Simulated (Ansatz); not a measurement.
Consider the following.

Ge:
```yaml
crystal:
  lattice:
    - [4.94438, 2.85464, 1.96958]
    - [-4.94438, 2.85464, 1.96958]
    - [0.00000, -5.70928, 1.96958]
  atoms:
    - { symbol: Ge, position: [0.71280, 0.71280, 0.71280] }
    - { symbol: Ge, position: [0.28720, 0.28720, 0.28720] }
    - { symbol: Ge, position: [0.02108, 0.71716, 0.52332] }
    - { symbol: Ge, position: [0.97892, 0.28284, 0.47668] }
    - { symbol: Ge, position: [0.52332, 0.02108, 0.71716] }
    - { symbol: Ge, position: [0.47668, 0.97892, 0.28284] }
    - { symbol: Ge, position: [0.71716, 0.52332, 0.02108] }
    - { symbol: Ge, position: [0.28284, 0.47668, 0.97892] }
```

This is the r²SCAN-relaxed structure.

Question: All from plane-wave PAW r²SCAN (Ansatz code), unless another level is named. Give the bulk modulus (Birch–Murnaghan fit).

Answer: 64.2 GPa.

Question: Next, the highest zone-centre frequency?

Answer: 267 cm⁻¹.

Space group R-3. The workflow started from a Materials Project entry (that database holds measured and hypothetical structures alike); the Crystallography Open Database copy checked does not list it. It is not the phase usual at ambient conditions (space group No. 227). Symmetry was held in the r²SCAN relaxation; of distortions, only those at the zone centre were tested. As this level gives no gap, phonon frequencies hold no LO–TO term and depend on the k-mesh and smearing (Fermi–Dirac, 0.1 eV here).

Potentials: the earlier of the program's two PAW sets.
